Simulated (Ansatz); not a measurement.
SiC₂:
```
CELL_PARAMETERS angstrom
      3.16309     0.00000     0.00000
      0.00000     3.16309     0.00000
      0.00000     0.00000     6.85207
ATOMIC_POSITIONS crystal
  Si 0.00000 0.00000 0.25000
  Si 0.00000 0.00000 0.75000
  C  0.00000 0.50000 0.09928
  C  0.50000 0.00000 0.59928
  C  0.00000 0.50000 0.90072
  C  0.50000 0.00000 0.40072
```

Relaxed with r²SCAN. Special points in fractions of this cell's reciprocal vectors: Γ (0.000, 0.000, 0.000); X (0.000, 0.500, 0.000); M (0.500, 0.500, 0.000); Z (0.000, 0.000, 0.500); R (0.000, 0.500, 0.500); A (0.500, 0.500, 0.500).

Question: List the band energies nearest the Fermi level at these points for DFT-r²SCAN in the program Ansatz with PAW potentials.

Answer: In eV from the Fermi level; about four levels below and three above (degenerate sets whole), none deeper than 8.9 eV; points with the same levels are listed once.

```tsv
k	below	above
Γ	-1.92 -1.92 -1.06 -1.06	1.59 3.85 4.15 4.15
X	-3.44 -3.38 -1.50 -0.20	0.69 3.95 4.25
M	-5.07 -3.16 -1.21 -0.79	3.88 3.88 4.27
Z	-4.51 -4.51 -2.77 -2.77	0.30 0.30 2.15 2.15
R	-4.08 -2.02 -1.49 -0.25	1.62 3.91 4.42
A	-4.40 -4.40 -3.62 -3.62	1.64 1.64 2.89 2.89
```

Space group P4_2/mmc. The start of the workflow was typed in or built on a structure type; neither database checked (COD, Materials Project) lists it. Its standing as an ambient phase is unchecked. Symmetry was held in the r²SCAN relaxation; whether a distortion lowers the energy is not shown. Its formation energy is positive at this level, so the cell may be metastable or incomplete.

Potentials: the later of the program's two PAW sets.
